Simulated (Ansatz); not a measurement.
**Formation energy of LiCu (rocksalt type)**

```
Li Cu
1.0
     0.00000    2.45837    2.45837
     2.45837    0.00000    2.45837
     2.45837    2.45837    0.00000
Li Cu
1 1
Direct
  0.00000 0.00000 0.00000
  0.50000 0.50000 0.50000
```

The cell comes from a relaxation on PAW files under the same functional, begun from a prototype that needn't be the stable phase.

All numbers are PBE results (scalar-relativistic) from Ansatz 0.2.0, with a Γ-centred 14×14×14 k mesh, Fermi–Dirac smearing of 0.05 eV, no spin polarisation. Methods: LAPW: all electrons, basis error target 0.5 meV/atom; PAW: frozen-core files, cutoff 420 eV; norm-conserving: pseudopotentials, cutoff 1252 eV.

The elements are taken as Cu fcc, Li bcc, each relaxed on PAW files under the same functional and computed by the same method as the compound; zero-point and thermal terms are left out.

The norm-conserving files are those that the library serves for this functional.

(1) What is the formation energy by LAPW, and how far do the other methods lie from it?

(2) Give the LAPW value for one formula unit in kJ/mol.

(3) What Bader charges does the PAW density give?

Results:

(1) 0.329 eV/atom; PAW -0.7 meV/atom; norm-conserving -0.1 meV/atom. The compound is unstable against these elements; other compounds of the system weren't compared.

(2) 0.329 eV/atom × 2 atoms × 96.485 kJ/(mol·eV) = 63.5 kJ/mol, at zero temperature and without zero-point motion.

(3) Li1 +0.82 e, Cu2 -0.82 e.
